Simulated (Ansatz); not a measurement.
Here is the system:

HfGeS4:
```xyz
12
Lattice="-4.1738 4.1738 3.8088 4.1738 -4.1738 3.8088 4.1738 4.1738 -3.8088" Properties=species:S:1:pos:R:3 pbc="T T T"
Hf     0.0000     0.0000     0.0000
Hf     0.0000     4.1738     1.9044
Ge     4.1738     0.0000     1.9044
Ge     0.0000     0.0000     3.8088
S      4.1738     2.6342    -1.6274
S      5.7133     0.0000     0.2770
S      0.0000     1.5396     2.1814
S      2.6342     0.0000     0.2770
S      4.1738     1.5396     3.5318
S      1.5396     0.0000     5.4362
S      4.1738    -1.5396     3.5318
S      2.6342     4.1738     1.6274
```

This is the PBE-relaxed structure.

Task: All from DFT-PBE in the program Ansatz with PAW potentials, unless another level is named. Estimate the formation energy from the elements (no fitted shifts).

Result: -0.82 eV/atom.

Task: Next, the band gap?

Result: 0.62 eV (indirect).

Task: What about the hole effective mass with spin–orbit coupling?

Result: 0.92, 1.6, 1.6 mₑ (principal values).

Space group I4_1/amd. The start of the workflow was typed in or built on a structure type; neither database checked (COD, Materials Project) lists it. Its standing as an ambient phase is unchecked. Symmetry was held in the PBE relaxation; its stability against distortions is not shown here. No spin polarisation was allowed. The references are the lowest solids computed at this level, not always the standard phases. Scalar-relativistic: spin–orbit coupling is off unless named, which matters more the heavier the elements.

Potentials: the earlier of the program's two PAW sets.
